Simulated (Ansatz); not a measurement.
# Profile along the Hf–O line in SrHfO3 (cubic perovskite)

SrHfO$_{3}$ (cubic perovskite)

```yaml
crystal:
  lattice:
    - [4.06824, 0.00000, 0.00000]
    - [0.00000, 4.06824, 0.00000]
    - [0.00000, 0.00000, 4.06824]
  atoms:
    - { symbol: Sr, position: [0.50000, 0.50000, 0.50000] }
    - { symbol: Hf, position: [0.00000, 0.00000, 0.00000] }
    - { symbol: O, position: [0.00000, 0.50000, 0.00000] }
    - { symbol: O, position: [0.50000, 0.00000, 0.00000] }
    - { symbol: O, position: [0.00000, 0.00000, 0.50000] }
```

Fields along a shortest Hf–O line of a {110} plane (2.03 Å), from Hf to O, interpolated on the slice's grid (step about 0.3 Å). Computed with LDA (plane waves to 420 eV, PAW, scalar-relativistic; Ansatz, an electronic-structure program). k mesh 8×8×8. These are valence fields of a PAW run, semicore shells included where kept as valence: close to a nucleus they are smooth pseudo fields. Spin-orbit coupling is left out, though Hf is heavy. SrHfO3 is run without spin polarisation. SrHfO3 was relaxed with its symmetry unable to fall.

```
distance from Hf (Å)  valence electron density (e/Å³)  electron localisation function
--------------------  -------------------------------  ------------------------------
0.00                                            35.58                               x
0.10                                            33.99                               x
0.20                                            29.72                               x
0.30                                            23.87                               x
0.41                                            17.62                            0.85
0.51                                            11.82                            0.85
0.61                                             7.13                            0.78
0.71                                             3.96                            0.62
0.81                                             2.20                            0.43
0.91                                             1.34                            0.30
1.01                                             0.95                            0.28
1.12                                             0.84                            0.32
1.22                                             0.95                            0.47
1.32                                             1.32                            0.65
1.42                                             2.04                            0.81
1.52                                             3.12                            0.83
1.62                                             4.50                            0.78
1.73                                             5.93                               x
1.83                                             7.00                               x
1.93                                             7.54                               x
2.03                                             7.67                               x
```

x: too close to a nucleus for the ELF to mean much.

Density on the Hf–O line (2.03 Å) at its density minimum, 1.1 Å from Hf: 0.84 e/Å³. ELF at that point: 0.32.
